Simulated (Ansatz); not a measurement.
Starting cell, As (A7 type, space group R-3m):

```yaml
crystal:
  lattice:
    - [1.89173, 1.09219, 3.36977]
    - [-1.89173, 1.09219, 3.36977]
    - [0.00000, -2.18438, 3.36977]
  atoms:
    - { symbol: As, position: [0.23028, 0.23028, 0.23028] }
    - { symbol: As, position: [0.76972, 0.76972, 0.76972] }
```

In this cell atom 2 (As, nearest neighbour As at 2.535 Å; its periodic images, 3.8 Å or more away, move with it) is moved by u·(0.707, 0.707, 0.000) + v·(0.000, 0.000, 1.000); the rest is frozen.

Computed with PBE-D3(BJ) (plane waves to 420 eV, PAW, scalar-relativistic; Ansatz, a program for electronic structure). k mesh 9×9×9 (Γ-centred), Fermi-Dirac smearing 0.05 eV. The energy includes the smearing's −TS. Points where atoms come too close for the PAW data are left out (x in tables, blank in figures). With partly filled bands, energies and forces of such displacements shift with the k mesh and the smearing. As was relaxed with its symmetry unable to fall. The last digit holds for this mesh only.

Changes of ΔE (eV/cell) from the point u = 0.000 Å, v = 0.000 Å when one coordinate moves alone (two changes are said to add if the coupling is within 5 % of the smaller one, nearly so within 20 %):

| point | change |
|---|---|
| u = 0.000 Å, v = -0.630 Å | 0.0909 |
| u = 0.000 Å, v = -0.420 Å | 0.2440 |
| u = 0.000 Å, v = -0.210 Å | 0.1304 |
| u = -0.630 Å, v = 0.000 Å | 1.2747 |
| u = -0.420 Å, v = 0.000 Å | 0.4547 |
| u = -0.210 Å, v = 0.000 Å | 0.0961 |
| u = 0.210 Å, v = 0.000 Å | 0.0738 |
| u = 0.420 Å, v = 0.000 Å | 0.3120 |
| u = 0.630 Å, v = 0.000 Å | 0.7571 |
| u = 0.000 Å, v = 0.210 Å | 0.1878 |
| u = 0.000 Å, v = 0.420 Å | 0.7538 |
| u = 0.000 Å, v = 0.630 Å | 1.5088 |

Do the two effects add at u = -0.420 Å, v = -0.420 Å? Give the computed change.

The sum of the single changes is 0.4547 + (0.2440) = 0.6987; the calculation gives 0.1787, so the coupling contributes -0.5200 (over 20 % of the smaller single change, not additive).

What is the change at u = -0.210 Å, v = -0.630 Å, where both move, and how far is it from the sum?

The sum of the single changes is 0.0961 + (0.0909) = 0.1870; the calculation gives 0.0905, so the coupling contributes -0.0965 (over 20 % of the smaller single change, not additive).

Do the two effects add at u = 0.420 Å, v = 0.210 Å? Give the computed change.

The sum of the single changes is 0.3120 + (0.1878) = 0.4998; the calculation gives 0.7727, so the coupling contributes 0.2729 (over 20 % of the smaller single change, not additive).

(A displaced cell: forces are minus the slopes of the energy, force constants its curvatures, and phonons follow from these.)
